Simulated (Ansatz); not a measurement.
## Ag: relaxation of cell and atoms

Level of theory: DFT, LDA, PAW with Ansatz's default frozen-core files, scalar-relativistic in Ansatz 0.2.0.

Command: `ansatz run input.yaml --threads 1 --pin off --max-ram 2048MiB --backend cpu --events-out ev --progress --plain --runs-dir out` The run took 6.8 s on 1 thread of AMD EPYC 9R45 (Zen 5), on a shared host.

```yaml
crystal:
  lattice:
    - [2.93, 0.0, 0.0]
    - [-1.465, 2.5374544331, 0.0]
    - [0.0, 0.0, 4.79]
  atoms:
    - { symbol: Ag, position: [0.3333333333, 0.6666666667, 0.25] }
    - { symbol: Ag, position: [0.6666666667, 0.3333333333, 0.75] }
kpoints:
  mp_grid: { grid: [13, 13, 7] }
scf:
  occupations: { method: fermi_dirac, width: 0.05 }
hamiltonian:
  xc: lda
  pseudopotentials: { kind: paw }
output:
  forces: true
  stress: true
  efg: { contact_densities: true }
relax:
  f_tol: 0.005
  max_steps: 80
  cell: {}
```

The cell comes from COD entry 1509145, which wasn't checked; take it as a given geometry.

The cutoff is 420 eV; energies and pressures of the walk include the program's estimate of the Pulay term. The PAW files were made with PBE; their cores are remade for this functional.

Each frame lists the cell vectors (Å), then Cartesian positions (Å); symmetry keeps all forces zero. Free energies count from the first step, -14916.1667 eV.

The walk took 6 evaluations in all; steps that aren't listed are left out.

Step 1: E = 0.0 meV, P = -10.85 GPa

```
cell 2.9300 0.0000 0.0000 -1.4650 2.5375 0.0000 0.0000 0.0000 4.7900
Ag    0.0000    1.6916    1.1975
Ag    1.4650    0.8458    3.5925
```

Step 2:

```
cell 2.7870 0.0000 0.0000 -1.3935 2.4137 0.0000 0.0000 0.0000 4.5977
Ag    0.0000    1.6091    1.1494
Ag    1.3935    0.8046    3.4483
```

Step 3: E = -137.9 meV, P = -1.23 GPa

```
cell 2.8275 0.0000 0.0000 -1.4138 2.4487 0.0000 0.0000 0.0000 4.6679
Ag    0.0000    1.6325    1.1670
Ag    1.4138    0.8162    3.5010
```

Give the energy, pressure of step 2.

E = -121.8 meV, P = 5.29 GPa
```
Ag    0.0000    1.6091    1.1494
Ag    1.3935    0.8046    3.4483
```

How does the relaxation end?

It converges, with a = 2.816 Å, b = 2.816 Å, c = 4.663 Å, α = 90.00°, β = 90.00°, γ = 120.00° (conventional cell, space group P6_3/mmc). The last solve (on a basis chosen afresh for the final cell, so its energy is not quite comparable) gives E = -138.6 meV, P = 0.02 GPa:
```
cell 2.8161 0.0000 0.0000 -1.4080 2.4388 0.0000 0.0000 0.0000 4.6632
Ag    0.0000    1.6259    1.1658
Ag    1.4080    0.8129    3.4974
```
